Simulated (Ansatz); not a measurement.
A relaxed structure of AlFe is spoiled in several ways and relaxed again each time (squeezed and stretched starts keep its symmetry, which their runs cannot lower; pressure is positive under compression). Computed with PBE (plane waves to 420 eV, PAW, scalar-relativistic; Ansatz, a quantum-chemistry and plane-wave program).

```cif
data_AlFe
_chemical_formula_sum 'Al1 Fe1'
_space_group_name_H-M_alt 'Pm-3m'
_space_group_IT_number 221
_space_group_name_Hall '-P 4 2 3'
_cell_length_a 2.87477
_cell_length_b 2.87477
_cell_length_c 2.87477
_cell_angle_alpha 90.000
_cell_angle_beta 90.000
_cell_angle_gamma 90.000
loop_
_atom_site_label
_atom_site_type_symbol
_atom_site_symmetry_multiplicity
_atom_site_Wyckoff_symbol
_atom_site_fract_x
_atom_site_fract_y
_atom_site_fract_z
_atom_site_occupancy
Al1 Al 1 a 0.00000 0.00000 0.00000 1
Fe1 Fe 1 b 0.50000 0.50000 0.50000 1
```

| change | first pressure (GPa) | largest first force (eV/Å) | released (eV/atom) | moves | outcome | final group | E − E(parent) (eV/atom) |
|---|---|---|---|---|---|---|---|
| deformed by the Cartesian strain tensor (xx, yy, zz, yz, xz, xy) = (0.004, 0.079, 0.181, -0.090, -0.015, 0.021) | -14.8 | 0.00 | 0.32 | 11 | returns to the parent | Pm-3m | 0.00 |
| stretched uniformly to 115 % of its volume | -18.2 | 0.00 | 0.11 | 4 | returns to the parent | Pm-3m | 0.00 |
| squeezed uniformly to 70 % of its volume | 130.9 | 0.00 | 1.08 | 9 | returns to the parent | Pm-3m | 0.00 |

First-step values come from each run's starting, coarser k-mesh (11×11×10, 11×11×11, 13×13×13). Each cell has its own k-point mesh; energy differences are given only to the digits this allows. Spin states reached: ferromagnetic; spin orders were not searched systematically.
